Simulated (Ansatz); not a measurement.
Input and command of a plane-wave DFT calculation in Ansatz:

```yaml
crystal:
  lattice:
    - [3.4394676005, 0.0, 0.0]
    - [-1.7197338002, 2.9786663175, 0.0]
    - [0.0, 0.0, 5.3512528911]
  atoms:
    - { symbol: Li, position: [0.3333333333, 0.6666666667, 0.245] }
    - { symbol: Li, position: [0.6666666667, 0.3333333333, 0.755] }
    - { symbol: F, position: [0.0, 0.0, 0.0], spin: 1.0 }
    - { symbol: F, position: [0.3333333333, 0.6666666667, 0.645], spin: 1.0 }
    - { symbol: F, position: [0.6666666667, 0.3333333333, 0.355], spin: 1.0 }
basis:
  ecutwfc: 420
kpoints:
  mp_grid: { grid: [6, 6, 4] }
hamiltonian:
  xc: pbe
scf:
  occupations: { method: gaussian, width: 0.1 }
  lower_state_search: "off"
output:
  forces: true
  stress: true
  eigenvalues: true
  populations: true
magnetization:
  spin_polarized: true
```

```bash
ansatz run input.yaml --threads 1 --pin off --max-ram 2560MiB --backend cpu --events-out ev --progress --plain --runs-dir out
```

Processor: Arm Neoverse V1, 1 thread, on a host shared with other jobs.

Task: Estimate time, memory and problem size.

Result: About 4.3 s on 1 thread of Arm Neoverse V1 (shared host), peak memory 0.3 GiB. It solves 20 bands at 24 k points (the mesh reduced by the symmetry that the task leaves, which can be less than the crystal's) with about 1085 plane waves, in 15 SCF iterations.
